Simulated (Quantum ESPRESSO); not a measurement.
Band energies of RbBr at -3 % isotropic strain

```
RbBr
1.0
    0.00000     3.31896     3.31896
    3.31896     0.00000     3.31896
    3.31896     3.31896     0.00000
Br Rb
1 1
Direct
  0.50000   0.50000   0.50000
  0.00000   0.00000   0.00000
```

PBEsol (Quantum ESPRESSO, PseudoDojo norm-conserving, 46 Ry, without SOC); path ΓXWKΓLUWLK,UX; energies in eV from the valence-band maximum.

| k (1/Å) | point | band 4 | band 5 | band 6 | band 7 | band 8 | band 9 | band 10 | band 11 |
|---|---|---|---|---|---|---|---|---|---|
| 0.00 | Γ | -8.27 | -8.27 | 0.00 | 0.00 | 0.00 | 4.45 | 7.20 | 7.20 |
| 0.21 |  | -8.28 | -8.24 | -0.30 | -0.03 | -0.03 | 4.86 | 6.84 | 7.55 |
| 0.42 |  | -8.31 | -8.24 | -0.70 | -0.09 | -0.09 | 5.68 | 6.20 | 8.54 |
| 0.74 |  | -8.36 | -8.36 | -0.63 | -0.15 | -0.15 | 5.50 | 6.95 | 9.15 |
| 0.95 | X | -8.37 | -8.37 | -0.50 | -0.16 | -0.16 | 5.36 | 7.38 | 9.33 |
| 1.30 |  | -8.43 | -8.25 | -0.55 | -0.43 | -0.31 | 6.36 | 7.82 | 8.30 |
| 1.42 | W | -8.46 | -8.23 | -0.61 | -0.37 | -0.37 | 7.04 | 7.04 | 8.55 |
| 1.59 |  | -8.40 | -8.26 | -0.60 | -0.42 | -0.33 | 6.44 | 7.82 | 8.48 |
| 1.75 | K | -8.34 | -8.31 | -0.58 | -0.44 | -0.32 | 6.21 | 8.30 | 8.50 |
| 1.85 |  | -8.32 | -8.28 | -0.76 | -0.40 | -0.38 | 6.67 | 7.87 | 8.78 |
| 2.16 |  | -8.27 | -8.21 | -0.93 | -0.42 | -0.24 | 6.71 | 7.02 | 8.40 |
| 2.36 |  | -8.26 | -8.22 | -0.66 | -0.28 | -0.12 | 5.75 | 6.88 | 7.74 |
| 2.66 |  | -8.27 | -8.26 | -0.07 | -0.02 | -0.01 | 4.55 | 7.15 | 7.23 |
| 2.76 | Γ | -8.27 | -8.27 | 0.00 | 0.00 | 0.00 | 4.45 | 7.20 | 7.20 |
| 2.86 |  | -8.27 | -8.26 | -0.06 | -0.02 | -0.02 | 4.56 | 7.17 | 7.25 |
| 3.07 |  | -8.27 | -8.24 | -0.45 | -0.15 | -0.15 | 5.32 | 7.06 | 7.66 |
| 3.37 |  | -8.27 | -8.20 | -1.06 | -0.40 | -0.40 | 6.63 | 7.58 | 8.91 |
| 3.58 | L | -8.27 | -8.19 | -1.20 | -0.46 | -0.46 | 6.90 | 7.93 | 9.71 |
| 3.93 |  | -8.30 | -8.26 | -0.90 | -0.42 | -0.40 | 6.83 | 7.69 | 9.13 |
| 4.16 | U | -8.34 | -8.31 | -0.58 | -0.44 | -0.32 | 6.21 | 8.30 | 8.50 |
| 4.38 |  | -8.43 | -8.24 | -0.61 | -0.41 | -0.34 | 6.60 | 7.56 | 8.50 |
| 4.49 | W | -8.46 | -8.23 | -0.61 | -0.37 | -0.37 | 7.04 | 7.04 | 8.55 |
| 4.68 |  | -8.41 | -8.23 | -0.73 | -0.39 | -0.39 | 7.04 | 7.20 | 8.79 |
| 4.88 |  | -8.32 | -8.23 | -0.98 | -0.43 | -0.42 | 6.99 | 7.58 | 9.33 |
| 5.16 | L | -8.27 | -8.19 | -1.20 | -0.46 | -0.46 | 6.90 | 7.93 | 9.71 |
| 5.33 |  | -8.28 | -8.21 | -1.12 | -0.45 | -0.45 | 6.93 | 7.81 | 9.50 |
| 5.49 |  | -8.30 | -8.25 | -0.92 | -0.43 | -0.41 | 6.87 | 7.68 | 9.16 |
| 5.74 | K | -8.34 | -8.31 | -0.58 | -0.44 | -0.32 | 6.21 | 8.30 | 8.50 |
| 5.74 | U | -8.34 | -8.31 | -0.58 | -0.44 | -0.32 | 6.21 | 8.30 | 8.50 |
| 5.83 |  | -8.35 | -8.33 | -0.47 | -0.43 | -0.26 | 5.87 | 8.05 | 8.68 |
| 6.08 | X | -8.37 | -8.37 | -0.50 | -0.16 | -0.16 | 5.36 | 7.38 | 9.33 |

The PBEsol gap is direct, 4.45 eV at Γ.

Spin-orbit splittings are left out.

Geometry strained from the cell relaxed with PBEsol, atoms relaxed again.
